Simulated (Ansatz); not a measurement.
Te₂Pt:
```cif
data_PtTe2
_chemical_formula_sum 'Te2 Pt1'
_space_group_name_H-M_alt 'P-3m1'
_space_group_IT_number 164
_space_group_name_Hall '-P 3 2"'
_cell_length_a 4.01998
_cell_length_b 4.01998
_cell_length_c 5.09066
_cell_angle_alpha 90.000
_cell_angle_beta 90.000
_cell_angle_gamma 120.000
loop_
_atom_site_label
_atom_site_type_symbol
_atom_site_symmetry_multiplicity
_atom_site_Wyckoff_symbol
_atom_site_fract_x
_atom_site_fract_y
_atom_site_fract_z
_atom_site_occupancy
Te1 Te 2 d 0.33333 0.66667 0.26328 1
Pt1 Pt 1 a 0.00000 0.00000 0.00000 1
```

This is the LDA-relaxed structure.

**Question.** All from LDA (plane waves, PAW; program Ansatz), unless another level is named. Give the Young's modulus.

**Answer.** 107 GPa.

**Question.** Give the highest zone-centre frequency.

**Answer.** 173 cm⁻¹.

The LDA relaxation kept the symmetry of its start; of distortions, only those at the zone centre were tested. No spin polarisation was allowed. A crystal of weakly bound layers computed without a dispersion correction: the cell and the soft elastic constants depend strongly on that. As this level gives no gap, phonon frequencies hold no LO–TO term and depend on the k-mesh and smearing (Fermi–Dirac, 0.1 eV here). Spin–orbit coupling is left out wherever it is not named.

Potentials: the later of the program's two PAW sets.
